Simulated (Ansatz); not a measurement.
MgSe (rock salt, Fm-3m), r²SCAN in the plane-wave PAW code Ansatz. The conduction-band minimum lies at X, with 3 equivalent valleys. Second derivatives d²E/dk² of the lowest band at one valley (eV·Å²), along Cartesian directions:

| direction | d²E/dk² |
|---|---|
| [100] | 15.78 |
| [010] | 30.37 |
| [001] | 30.37 |
| [110] | 23.08 |
| [101] | 23.08 |
| [011] | 30.34 |

Question: Find the principal effective masses, the density-of-states mass and the conductivity mass.

Answer: Off-diagonal terms follow from H_xy = H[110] − (H_xx + H_yy)/2, and m*/mₑ = 7.620 eV·Å² over each eigenvalue: 0.25, 0.25, 0.48. One valley's DOS mass (m₁m₂m₃)^(1/3) = 0.31, conductivity mass 3/(Σ 1/mᵢ) = 0.30 mₑ.

Question: What effective density of states Nc follows at 300 K for parabolic valleys?

Answer: Nc = 2.509e19 × 3 × (0.31)^(3/2) ≈ 1.3e19 cm⁻³.

The cell was relaxed with r²SCAN under the symmetry of its start. Spin–orbit coupling is left out wherever it is not named.

Potentials: the later of the program's two PAW sets.

Edges and masses are those of Kohn–Sham bands, whose gap is no quasiparticle gap.
